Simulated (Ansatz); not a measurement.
**Ansatz 0.2.0, relaxation: CdCu₂SnS₄**

Launch command:

```bash
ansatz run input.yaml --threads 2 --pin off --max-ram 3584MiB --backend cpu --events-out ev --progress --plain --runs-dir out
```

input.yaml:

```yaml
crystal:
  lattice:
    - [0.0, 5.641088, 0.0]
    - [5.641088, 0.0, 0.0]
    - [2.820544, 2.820544, -5.631331]
  atoms:
    - { symbol: Cu, position: [0.0, 0.0, 0.0] }
    - { symbol: Cu, position: [0.75, 0.25, 0.5] }
    - { symbol: Cd, position: [0.25, 0.75, 0.5] }
    - { symbol: Sn, position: [0.5, 0.5, 0.0] }
    - { symbol: S, position: [0.37161, 0.88441, 0.74358] }
    - { symbol: S, position: [0.11559, 0.11519, 0.25642] }
    - { symbol: S, position: [0.88481, 0.37201, 0.74358] }
    - { symbol: S, position: [0.62799, 0.62839, 0.25642] }
  symmetry: { tolerance: 0.0003 }
kpoints:
  mp_grid: { grid: [5, 5, 5], shift: [0, 0, 0] }
magnetization:
  spin_polarized: false
scf:
  occupations: { method: gaussian, width: 0.1167 }
  lower_state_search: "off"
hamiltonian:
  pseudopotentials: { kind: paw }
  xc: pbesol
basis:
  ecutwfc: 420
  fft_grid_basis: typed
relax:
  max_steps: 40
  cell: { p_target: 20.0 }
output:
  forces: true
  stress: true
  eigenvalues: true
  populations: true
  elf: true
  write_potential: true
  volumetric_format: npy
  dos:
    e_range: [-12, 8]
    de: 0.05
    projected: { site_lists: { Cd: [Cd], Cu: [Cu], S: [S], Sn: [Sn] } }
  write_density: true
  bader: false
checkpoint:
  read: saved_state
```

Origin of the cell: a known structure type with other elements, at an estimated volume, so it need not be a known compound.

The saved state is a converged single point of the same cell.

Excerpt of the output:

```
Pseudopotentials: kind: paw
Pseudopotential: Cu, paw, valence charge 19, recommended cutoff 420 eV (normal), Cu.paw.azcp
Pseudopotential: Cd, paw, valence charge 20, recommended cutoff 420 eV (normal), Cd.paw.azcp
Pseudopotential: Sn, paw, valence charge 14, recommended cutoff 420 eV (normal), Sn.paw.azcp
Pseudopotential: S, paw, valence charge 6, recommended cutoff 420 eV (normal), S.paw.azcp
Functional definition: PBEsol
  exchange = pbesol_x
  correlation = pbesol_c
Crystal: 8 atoms, lattice volume = 179.200 Å³
Basis set: ecut = 420 eV, 3491 PW (Γ), exchange–correlation on 80×80×96 points (8 copies of the dense FFT grid, shifted against one another)
Bands: 58, of which v1, the nominal top of the filled ones, is band 48 counted from 1 (47 counted from 0)
Symmetry: 4 space group operations
Space group: I-4 (ITA 82), of the structure as read, at distance tolerance 1.7e-3 Å
[… 14 lines left out …]
Initial density: read from a saved state, or passed on in memory by an earlier SCF of this step, an earlier step, the calling program or the single point that the run made first
Functional: x = pbesol(κ = 0.804, μ = 0.123457), c = pbesol(β = 0.046)
SCF iter   1: F=—  HF=-30853.690560 eV  Δρ=1.10e-3  dr2=2.10e-3
SCF iter   2: F=—  HF=-30853.690870 eV  Δρ=1.26e-3  dr2=1.66e-3
SCF iter   3: F=—  HF=-30853.690586 eV  Δρ=2.88e-4  dr2=1.55e-4
SCF iter   4: F=—  HF=-30853.690695 eV  Δρ=1.23e-4  dr2=2.31e-5
SCF iter   5: F=—  HF=-30853.690767 eV  Δρ=2.40e-4  dr2=6.93e-5
SCF iter   6: F=—  HF=-30853.690758 eV  Δρ=3.68e-5  dr2=1.96e-6
SCF iter   7: F=—  HF=-30853.690759 eV  Δρ=1.19e-5  dr2=2.23e-7
SCF iter   8: F=—  HF=-30853.690759 eV  Δρ=9.38e-6  dr2=1.23e-7
SCF iter   9: F=-30853.690759 eV  HF=-30853.690759 eV  Δρ=1.21e-6  dr2=2.14e-9
relax step   1: F+E_penalty+E_count = -30853.690759 eV  Δ(F+E_penalty+E_count) = +0.000e0 eV  max|allowed force component| = 1.096e0 eV/Å  Δτ_max = 0.0000 Å  P = -3.536 GPa  Ω = 179.200 Å³  ( […]
relax step   2: F+E_penalty+E_count = -30853.889513 eV  Δ(F+E_penalty+E_count) = -1.988e-1 eV  max|allowed force component| = 1.337e0 eV/Å  Δτ_max = 0.0735 Å  P = +7.530 GPa  Ω = 154.311 Å³ […]
relax step   3: F+E_penalty+E_count = -30851.994200 eV  Δ(F+E_penalty+E_count) = +1.895e0 eV  max|allowed force component| = 2.041e-1 eV/Å  Δτ_max = 0.1484 Å  P = +28.785 GPa  Ω = 132.244 Å³ […]
relax step   4: F+E_penalty+E_count = -30853.152107 eV  Δ(F+E_penalty+E_count) = -1.158e0 eV  max|allowed force component| = 1.381e-1 eV/Å  Δτ_max = 0.0283 Å  P = +18.637 GPa  Ω = 140.134 Å³ […]
relax step   5: F+E_penalty+E_count = -30853.016652 eV  Δ(F+E_penalty+E_count) = +1.355e-1 eV  max|allowed force component| = 1.539e-2 eV/Å  Δτ_max = 0.0097 Å  P = +19.891 GPa  Ω = 138.979 Å³ […]
relax step   6: F+E_penalty+E_count = -30853.002309 eV  Δ(F+E_penalty+E_count) = +1.434e-2 eV  max|allowed force component| = 2.693e-3 eV/Å  Δτ_max = 0.0015 Å  P = +20.019 GPa  Ω = 138.862 Å³ […]
relax step   7: F+E_penalty+E_count = -30853.003123 eV  Δ(F+E_penalty+E_count) = -8.145e-4 eV  max|allowed force component| = 2.347e-3 eV/Å  Δτ_max = 0.0006 Å  P = +20.005 GPa  Ω = 138.866 Å³ […]
relax step   8: F+E_penalty+E_count = -30852.993416 eV  Δ(F+E_penalty+E_count) = +9.707e-3 eV  max|allowed force component| = 4.047e-3 eV/Å  Δτ_max = 0.0000 Å  P = +19.984 GPa  Ω = 138.866 Å³  stress off target by 2.66e-2 GPa […]
SCF 8 converged in 9 iterations: F = -30852.993416 eV  dr2 = 1.86e-11
basis re-selected at this cell: Δ(F+E_penalty+E_count) = +9.707e-3 eV, ΔP = -0.021 GPa vs the last step (what re-selecting the basis moved, of the pressure what is left beyond the Pulay corre […]
SCF converged after 9 iterations
Free energy (F): -30852.993416 eV
Harris-Foulkes:  -30852.993416 eV  (|F-HF|=3.64e-12)
Internal energy: -30852.993113 eV  (E = F + TS)
E sigma→0 (E₀):  -30852.993265 eV
Entropy (-TS):   -0.000303 eV (-0.038 meV/atom)
Fermi energy:    11.704332 eV
--- Per-component energies (eV) ---
  E_band       = -1381.809225
  E_kinetic    = 1744.724620
  E_local      = -15758.282928  (includes V_loc(G=0)·N_el)
  E_nonlocal   = 911.636651
  E_hartree    = 7227.385133
  E_xc         = -1126.647537
  E_vxc        = -911.135417  (∫ρ·V_xc dr)
  E_paw        = -13675.434668  (= ΣΔE_a)
  E_vpaw       = -1823.523020  (= ΣTr[D̂ρ^β])
  E_aug_tail   = 0.000555  (compensation charges beyond the density's cutoff)
  E_ewald      = -10177.661940
  E_core_change = 1.287001  (= ΣΔE_core)
  E_smearing   = -0.000303  (= −TS)
  Σ components = -30852.993416   (vs F -30852.993416, Δ=0.00e0)
--- Forces (eV/Å), atoms counted from 1 ---
  atom   1  Cu    -0.000000     0.000000     0.000000
  atom   2  Cu    -0.000000     0.000000     0.000000
  atom   3  Cd    -0.000000     0.000000     0.000000
  atom   4  Sn    -0.000000     0.000000     0.000000
  atom   5  S      0.004047     0.000439     0.000252
  atom   6  S      0.000439    -0.004047    -0.000252
  atom   7  S     -0.004047    -0.000439     0.000252
  atom   8  S     -0.000439     0.004047    -0.000252
  max |Σ_I F_I| component: 9.02e-17 eV/Å
--- Stress (GPa, compression-positive) ---
       19.973435       0.000000      -0.000000
       -0.000000      19.973435       0.000000
       -0.000000       0.000000      20.004661
  P = ⅓ Tr σ = 19.9838 GPa (199.838 kbar)
--- Relaxed structure (7 steps of the walk, 7 accepted, 1 SCFs on fresh bases) ---
  F+E_penalty+E_count = -30852.993416 eV   max|allowed force component| = 4.047e-3 eV/Å   (the final SCF, on the basis selected at the relaxed cell)
  cell:  # Å, volume = 138.8657 Å³
    - [0.0, 5.147340, 0.0]
    - [5.147340, 0.0, 0.0]
    - [2.573670, 2.573670, -5.241181]
  atoms:
    - { symbol: Cu, position: [0.0, 4.510e-19, 0.0] }
    - { symbol: Cu, position: [0.750000, 0.250000, 0.5] }
    - { symbol: Cd, position: [0.250000, 0.750000, 0.5] }
    - { symbol: Sn, position: [0.500000, 0.500000, 0.0] }
    - { symbol: S, position: [0.377398, 0.911085, 0.752162] }
    - { symbol: S, position: [0.088915, 0.129560, 0.247838] }
    - { symbol: S, position: [0.870440, 0.336754, 0.752162] }
    - { symbol: S, position: [0.663246, 0.622602, 0.247838] }
--- Löwdin populations: 8 sites ---
  site symbol       q [e]
     0     Cu     18.3642
     1     Cu     18.3661
     2     Cd     18.6888
     3     Sn     13.2655
     4      S      6.6105
     5      S      6.6105
     6      S      6.6105
     7      S      6.6105
  spilling = 0.009098 (of n_electrons = 96.000000)
```

The starting structure.

Space group I-4 (No. 82); the run's cell has a = 5.641 Å, b = 5.641 Å, c = 6.901 Å, α = 65.88°, β = 65.88°, γ = 90.00°. Shortest distances: Cd–S 2.42 Å, Cu–S 2.42 Å, S–Sn 2.50 Å.

After:

Space group I-4 (No. 82); the run's cell has a = 5.147 Å, b = 5.147 Å, c = 6.381 Å, α = 66.21°, β = 66.21°, γ = 90.00°. Shortest distances: Cu–S 2.13 Å, S–Sn 2.34 Å, Cd–S 2.37 Å, S–S 3.35 Å.

```yaml
Enthalpy_lowered_by: 542.2 meV/atom
Volume_change: -22.51 %
Final_pressure: 19.98 GPa
Relaxation_steps_listed: 8
```

Caveats: the relaxation held the start's symmetry, so the end may be a saddle point.

The run took 65 s on 2 threads of Intel(R) Xeon(R) Platinum 8488C (Sapphire Rapids) (shared host), peak memory 0.65 GiB, from a saved density.
